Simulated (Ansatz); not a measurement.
MgO (rock salt, Fm-3m), DFT-r²SCAN in the program Ansatz with PAW potentials. The conduction-band minimum lies at Γ, with 1 equivalent valley. Second derivatives d²E/dk² of the lowest band at one valley (eV·Å²), along Cartesian directions:

| direction | d²E/dk² |
|---|---|
| [100] | 20.89 |
| [010] | 20.89 |
| [001] | 20.89 |
| [110] | 20.89 |
| [101] | 20.89 |
| [011] | 20.89 |

**Question.** Find the principal effective masses, the density-of-states mass and the conductivity mass.

**Answer.** Off-diagonal terms follow from H_xy = H[110] − (H_xx + H_yy)/2, and m*/mₑ = 7.620 eV·Å² over each eigenvalue: 0.36, 0.36, 0.36. One valley's DOS mass (m₁m₂m₃)^(1/3) = 0.36, conductivity mass 3/(Σ 1/mᵢ) = 0.36 mₑ.

**Question.** What effective density of states Nc follows at 300 K for parabolic valleys?

**Answer.** Nc = 2.509e19 × 1 × (0.36)^(3/2) ≈ 5.4e18 cm⁻³.

The r²SCAN relaxation kept the symmetry of its start. The volume moved by -16 % from the start of the relaxation.

Potentials: the earlier of the program's two PAW sets.

Edges and masses are those of Kohn–Sham bands, whose gap is no quasiparticle gap.
